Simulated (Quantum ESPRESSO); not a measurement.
# Kohn-Sham bands of AlAsO4 (I-4)

```xyz
6
Lattice="5.0781 0.0000 0.0000 0.0000 5.0781 0.0000 -2.5390 -2.5390 3.7641" Properties=species:S:1:pos:R:3 pbc="T T T"
Al     0.0000     0.0000     0.0000
As     0.0000    -2.5390     1.8820
O      0.6643    -1.3114     0.9440
O     -1.3114    -0.6643    -0.9440
O     -0.6643     1.3114     0.9440
O      1.3114     0.6643    -0.9440
```

Structure: Materials Project mp-7849, symmetrised, not relaxed again. Not found in the COD (Crystallography Open Database) copy used, which has the formula in other groups; not checked further. Level: PBEsol, spinors with spin-orbit coupling; pw.x of Quantum ESPRESSO at 68 Ry with PseudoDojo potentials, 4×4×4 k-points, Wannier90. Density: 8×8×8 mesh, cold smearing 0.01 Ry.

Energies are relative to the valence-band maximum; weights are on the orthonormalised atomic waves of the pseudopotential files, averaged over the group. 42 electrons a cell are treated as valence.

Problem. Into which isolated groups do the bands fall, where do they lie and what are they made of?

Solution. 
| bands | from (eV) | to (eV) | filling | weight on atomic waves |
|---|---|---|---|---|
| 1–4 | -35.71 | -35.70 | filled | As 3d 99 % |
| 5–10 | -35.02 | -34.94 | filled | As 3d 100 % |
| 11–12 | -19.00 | -18.67 | filled | O 2s 58 %, As 4s 24 %, Al 3p 8 % |
| 13–18 | -16.95 | -16.32 | filled | O 2s 77 %, As 4p 13 %, Al 3p 5 % |
| 19–20 | -8.83 | -7.76 | filled | O 2p 51 %, As 4s 23 %, O 2s 18 % |
| 21–26 | -5.80 | -4.15 | filled | O 2p 72 %, As 4p 16 %, Al 3p 4 % |
| 27–42 | -2.15 | 0.00 | filled | O 2p 93 % |
| 43–44 | 4.58 | 6.68 | empty | As 4s 34 %, O 2p 30 %, O 2s 14 % |

The Kohn-Sham gap over both meshes and the path is 4.58 eV.
